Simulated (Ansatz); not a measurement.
BN in space group P6_3/mmc (No. 194; B on 2c, N on 2d), r²SCAN+D4 in the plane-wave PAW code Ansatz. The conduction-band minimum lies at M, with 3 equivalent valleys. Second derivatives d²E/dk² of the lowest band at one valley (eV·Å²), along Cartesian directions:

```csv
direction,d²E/dk²
[100],3.854
[010],30.21
[001],2.256
[110],17.03
[101],3.054
[011],16.24
```

**Question.** Find the principal effective masses, the density-of-states mass and the conductivity mass.

**Answer.** Off-diagonal terms follow from H_xy = H[110] − (H_xx + H_yy)/2, and m*/mₑ = 7.620 eV·Å² over each eigenvalue: 0.25, 2.0, 3.4. One valley's DOS mass (m₁m₂m₃)^(1/3) = 1.2, conductivity mass 3/(Σ 1/mᵢ) = 0.63 mₑ.

**Question.** What effective density of states Nc follows at 300 K for parabolic valleys?

**Answer.** Nc = 2.509e19 × 3 × (1.2)^(3/2) ≈ 9.9e19 cm⁻³.

The cell was relaxed with r²SCAN+D4 under the symmetry of its start.

Potentials: the later of the program's two PAW sets.

Edges and masses are those of Kohn–Sham bands, whose gap is no quasiparticle gap.
